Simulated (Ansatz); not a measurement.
Geometry optimisation in Ansatz: input, command and trajectory.

```yaml
crystal:
  lattice:
    - [4.2765644309, -4.2782208232, 0.0]
    - [4.2765644309, 4.2782208232, 0.0]
    - [0.0, 0.0, 11.4864009819]
  atoms:
    - { symbol: K, position: [0.5, 0.0, 0.3136882458] }
    - { symbol: K, position: [0.0, 0.5, 0.6863117542] }
    - { symbol: K, position: [0.0, 0.5, 0.3136882458] }
    - { symbol: K, position: [0.5, 0.0, 0.6863117542] }
    - { symbol: K, position: [0.0, 0.0, 0.0] }
basis:
  ecutwfc: 500
kpoints:
  mp_grid: { grid: [6, 6, 4] }
hamiltonian:
  xc: r2scan
scf:
  occupations: { method: gaussian, width: 0.1 }
output:
  forces: true
  stress: true
  eigenvalues: true
relax:
  adjacent_minimum: "off"
  f_tol: 0.008
  max_steps: 50
  cell: { stress_tol: 0.08, p_target: 3.0 }
```

```bash
ansatz run input.yaml --threads 1 --pin off --max-ram 2560MiB --backend cpu --events-out ev --progress --plain --runs-dir out
```

All numbers below come from Ansatz 0.2.0, DFT r2SCAN, scalar-relativistic, plane waves, PAW.

Of 10 frames 10 are shown, positions in Å and forces in eV/Å; the SCF threshold varies from step to step. Steps run on the plane waves of an earlier cell, with a Pulay correction in the pressure. The basis is chosen afresh for the last frame, the zero of the energies, and at times for earlier ones too; energy and pressure can step there, also at an unchanged geometry. Where two frames share a geometry here, they differ by under 2 meV/atom and 0.3 GPa. The relaxation lowers the enthalpy F + PV at the target pressure, so the free energy itself can rise. The mark taken_back stands on steps that the optimiser undid.

```xyz
5
Lattice="4.2766 -4.2782 0.0000 4.2766 4.2782 0.0000 0.0000 0.0000 11.4864" Properties=species:S:1:pos:R:3:forces:R:3 pbc="T T T" step=1 free_energy_over_end_meV_per_atom=-220.66 pressure_GPa=0.07
K     2.1383   -2.1391    3.6031    0.0000    0.0000   -0.0003
K     2.1383    2.1391    7.8833    0.0000    0.0000    0.0003
K     2.1383    2.1391    3.6031    0.0000    0.0000   -0.0003
K     2.1383   -2.1391    7.8833    0.0000    0.0000    0.0003
K     0.0000    0.0000    0.0000    0.0000    0.0000    0.0000
5
Lattice="4.0851 -4.0865 0.0000 4.0851 4.0865 0.0000 0.0000 0.0000 11.0471" Properties=species:S:1:pos:R:3:forces:R:3 pbc="T T T" step=2 free_energy_over_end_meV_per_atom=-203.00 pressure_GPa=0.52
K     2.0426   -2.0432    3.4854    0.0000    0.0000   -0.0148
K     2.0426    2.0432    7.5616    0.0000    0.0000    0.0148
K     2.0426    2.0432    3.4854    0.0000    0.0000   -0.0148
K     2.0426   -2.0432    7.5616    0.0000    0.0000    0.0148
K     0.0000    0.0000    0.0000    0.0000    0.0000    0.0000
5
Lattice="3.8776 -3.8785 0.0000 3.8776 3.8785 0.0000 0.0000 0.0000 10.5233" Properties=species:S:1:pos:R:3:forces:R:3 pbc="T T T" step=3 free_energy_over_end_meV_per_atom=-145.36 pressure_GPa=1.34
K     1.9388   -1.9392    3.3119    0.0000    0.0000   -0.0144
K     1.9388    1.9392    7.2114    0.0000    0.0000    0.0144
K     1.9388    1.9392    3.3119    0.0000    0.0000   -0.0144
K     1.9388   -1.9392    7.2114    0.0000    0.0000    0.0144
K     0.0000    0.0000    0.0000    0.0000    0.0000    0.0000
5
Lattice="3.6850 -3.6853 0.0000 3.6850 3.6853 0.0000 0.0000 0.0000 9.9633" Properties=species:S:1:pos:R:3:forces:R:3 pbc="T T T" step=4 free_energy_over_end_meV_per_atom=-35.09 pressure_GPa=2.66
K     1.8425   -1.8427    3.1215    0.0000    0.0000   -0.0150
K     1.8425    1.8427    6.8418    0.0000    0.0000    0.0150
K     1.8425    1.8427    3.1215    0.0000    0.0000   -0.0150
K     1.8425   -1.8427    6.8418    0.0000    0.0000    0.0150
K     0.0000    0.0000    0.0000    0.0000    0.0000    0.0000
5
Lattice="3.6546 -3.6547 0.0000 3.6546 3.6547 0.0000 0.0000 0.0000 9.7389" Properties=species:S:1:pos:R:3:forces:R:3 pbc="T T T" step=5 free_energy_over_end_meV_per_atom=0.79 pressure_GPa=3.06
K     1.8273   -1.8273    3.0230    0.0000    0.0000    0.0082
K     1.8273    1.8273    6.7159    0.0000    0.0000   -0.0082
K     1.8273    1.8273    3.0230    0.0000    0.0000    0.0082
K     1.8273   -1.8273    6.7159    0.0000    0.0000   -0.0082
K     0.0000    0.0000    0.0000    0.0000    0.0000    0.0000
5
Lattice="3.6941 -3.6942 0.0000 3.6941 3.6942 0.0000 0.0000 0.0000 9.5577" Properties=species:S:1:pos:R:3:forces:R:3 pbc="T T T" step=6 free_energy_over_end_meV_per_atom=-3.64 pressure_GPa=2.99
K     1.8470   -1.8471    2.9447    0.0000    0.0000    0.0119
K     1.8470    1.8471    6.6130    0.0000    0.0000   -0.0119
K     1.8470    1.8471    2.9447    0.0000    0.0000    0.0119
K     1.8470   -1.8471    6.6130    0.0000    0.0000   -0.0119
K     0.0000    0.0000    0.0000    0.0000    0.0000    0.0000
5
Lattice="3.7159 -3.7159 0.0000 3.7159 3.7159 0.0000 0.0000 0.0000 9.4066" Properties=species:S:1:pos:R:3:forces:R:3 pbc="T T T" step=7 free_energy_over_end_meV_per_atom=-0.10 pressure_GPa=3.01
K     1.8579   -1.8580    2.8971    0.0000    0.0000   -0.0114
K     1.8579    1.8580    6.5095    0.0000    0.0000    0.0114
K     1.8579    1.8580    2.8971    0.0000    0.0000   -0.0114
K     1.8579   -1.8580    6.5095    0.0000    0.0000    0.0114
K     0.0000    0.0000    0.0000    0.0000    0.0000    0.0000
5
Lattice="3.7358 -3.7358 0.0000 3.7358 3.7358 0.0000 0.0000 0.0000 9.3088" Properties=species:S:1:pos:R:3:forces:R:3 pbc="T T T" step=8 free_energy_over_end_meV_per_atom=-0.33 pressure_GPa=2.99 taken_back
K     1.8679   -1.8679    2.8395    0.0000    0.0000    0.0164
K     1.8679    1.8679    6.4693    0.0000    0.0000   -0.0164
K     1.8679    1.8679    2.8395    0.0000    0.0000    0.0164
K     1.8679   -1.8679    6.4693    0.0000    0.0000   -0.0164
K     0.0000    0.0000    0.0000    0.0000    0.0000    0.0000
5
Lattice="3.7235 -3.7235 0.0000 3.7235 3.7235 0.0000 0.0000 0.0000 9.3720" Properties=species:S:1:pos:R:3:forces:R:3 pbc="T T T" step=9 free_energy_over_end_meV_per_atom=-0.58 pressure_GPa=3.00
K     1.8618   -1.8618    2.8763    0.0000    0.0000   -0.0010
K     1.8618    1.8618    6.4957    0.0000    0.0000    0.0010
K     1.8618    1.8618    2.8763    0.0000    0.0000   -0.0010
K     1.8618   -1.8618    6.4957    0.0000    0.0000    0.0010
K     0.0000    0.0000    0.0000    0.0000    0.0000    0.0000
5
Lattice="3.7235 -3.7235 0.0000 3.7235 3.7235 0.0000 0.0000 0.0000 9.3720" Properties=species:S:1:pos:R:3:forces:R:3 pbc="T T T" step=10 free_energy_over_end_meV_per_atom=0.00 pressure_GPa=3.00
K     1.8618   -1.8618    2.8763    0.0000    0.0000   -0.0012
K     1.8618    1.8618    6.4957    0.0000    0.0000    0.0012
K     1.8618    1.8618    2.8763    0.0000    0.0000   -0.0012
K     1.8618   -1.8618    6.4957    0.0000    0.0000    0.0012
K     0.0000    0.0000    0.0000    0.0000    0.0000    0.0000
```

The cell shrinks from 84.1 to 52.0 Å³ an atom. At the end the space group is P4/mmm (tolerance 0.05 Å).

Time: 2.9 min on 1 thread of AMD EPYC 9R45 96-Core Processor (Zen 5), on a shared host, peak memory 1.5 GiB.